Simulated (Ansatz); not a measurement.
ZnInNO:
```yaml
crystal:
  lattice:
    - [3.44964, 0.00000, 0.00000]
    - [-1.72482, 2.98747, 0.00000]
    - [0.00000, 0.00000, 5.39697]
  atoms:
    - { symbol: In, position: [0.33333, 0.66667, 0.51090] }
    - { symbol: Zn, position: [0.66667, 0.33333, 0.99695] }
    - { symbol: O, position: [0.33333, 0.66667, 0.11124] }
    - { symbol: N, position: [0.66667, 0.33333, 0.63091] }
```

Relaxed with r²SCAN. Special points in fractions of this cell's reciprocal vectors: Γ (0.000, 0.000, 0.000); M (0.500, 0.000, 0.000); K (0.333, 0.333, 0.000); A (0.000, 0.000, 0.500); L (0.500, 0.000, 0.500); H (0.333, 0.333, 0.500).

Question: List the band energies nearest the valence-band maximum at these points for plane-wave PAW r²SCAN (Ansatz code).

Answer: In eV from the valence-band maximum; about four levels below and three above (degenerate sets whole), none deeper than 8.9 eV; points with the same levels are listed once.

| k | below | above |
|---|---|---|
| Γ | -1.61 -1.61 -0.49 0.00 0.00 | 0.28 4.00 7.98 |
| M | -3.48 -2.83 -1.64 -1.09 | 4.76 5.67 6.36 |
| K | -4.36 -2.98 -2.26 -1.88 | 6.39 6.45 6.68 |
| A | -1.48 -1.48 -0.12 -0.12 | 2.77 3.23 8.18 |
| L | -2.44 -2.24 -1.48 -1.23 | 4.19 4.96 7.28 |
| H | -3.64 -3.14 -2.02 -0.97 | 5.82 6.52 7.31 |

Space group P3m1. The start of the workflow was typed in or built on a structure type; neither database checked (COD, Materials Project) lists it. Whether it is the stable phase at ambient conditions was not checked. The r²SCAN relaxation kept the symmetry of its start; whether a distortion lowers the energy is not shown. Scalar-relativistic: spin–orbit coupling is off unless named, which matters more the heavier the elements.

Potentials: the earlier of the program's two PAW sets. The files were generated under PBE; for other functionals the program regenerates the frozen cores, and for LDA and PBEsol the local potential too.
